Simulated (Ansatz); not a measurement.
Ru$_{3}$W:
```cif
data_Ru3W
_chemical_formula_sum 'Ru3 W1'
_space_group_name_H-M_alt 'P 1'
_space_group_IT_number 1
_cell_length_a 3.81728
_cell_length_b 3.81728
_cell_length_c 3.81728
_cell_angle_alpha 90.000
_cell_angle_beta 90.000
_cell_angle_gamma 90.000
loop_
_space_group_symop_operation_xyz
  'x, y, z'
loop_
_atom_site_label
_atom_site_type_symbol
_atom_site_fract_x
_atom_site_fract_y
_atom_site_fract_z
_atom_site_occupancy
Ru1 Ru 0.00000 0.50000 0.50000 1
Ru2 Ru 0.50000 0.50000 0.00000 1
Ru3 Ru 0.50000 0.00000 0.50000 1
W1 W 0.00000 0.00000 0.00000 1
```

Relaxed with PBEsol.

### Question
Decompose the optical modes at the zone centre into irreducible representations, and say which are infrared and Raman allowed.

### Answer
Point group m-3m: Γ_opt = 2T1u + T2u. Infrared: T1u. Raman: none.

### Question
Assign frequencies (DFPT, plane-wave PAW PBEsol (Ansatz code)).

### Answer
T1u 119, T2u 165, T1u 192 cm⁻¹.

Space group Pm-3m (Cu3Au type). The cell is a constructed one: a structure type filled with these elements; neither database checked (COD, Materials Project) lists it. Whether it is the stable phase at ambient conditions was not checked. The PBEsol relaxation kept the symmetry of its start; whether a distortion lowers the energy is not shown. No spin polarisation was allowed. As this level gives no gap, phonon frequencies hold no LO–TO term and depend on the k-mesh and smearing (Fermi–Dirac, 0.1 eV here). Scalar-relativistic: spin–orbit coupling is off unless named, which matters more the heavier the elements.

Potentials: the earlier of the program's two PAW sets. The files were generated under PBE; for other functionals the program regenerates the frozen cores, and for LDA and PBEsol the local potential too.
